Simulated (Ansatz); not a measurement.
Values for one crystal, relaxed and computed with r²SCAN (plane waves, PAW; program Ansatz); other levels are named.

```yaml
volume_per_atom: 33.09 Å³
electronic_character: metallic (no gap)
Pressure derivative B′: 3.9
Density of states at the Fermi level: 0.71 states/eV per atom (mean over ±0.08 eV)
Gap with spin–orbit coupling: none (metallic)
Formation energy from the elements (no fitted shifts): -0.35 eV/atom
Bulk modulus (Birch–Murnaghan fit): 268 kbar
```

Question: Pick the material that matches.
A. HfRu, CsCl type
B. MnRh, CsCl type
C. SrCd, CsCl type
D. NbCd3, Cu3Au type

Answer: C, SrCd, CsCl type

Space group Pm-3m (CsCl type). The workflow started from an entry of the Crystallography Open Database (COD). Its standing as an ambient phase is unchecked. Symmetry was held in the r²SCAN relaxation; its stability against distortions is not shown here. The references are the lowest solids computed at this level, not always the standard phases. Spin–orbit coupling is left out wherever it is not named.

Potentials: the later of the program's two PAW sets.
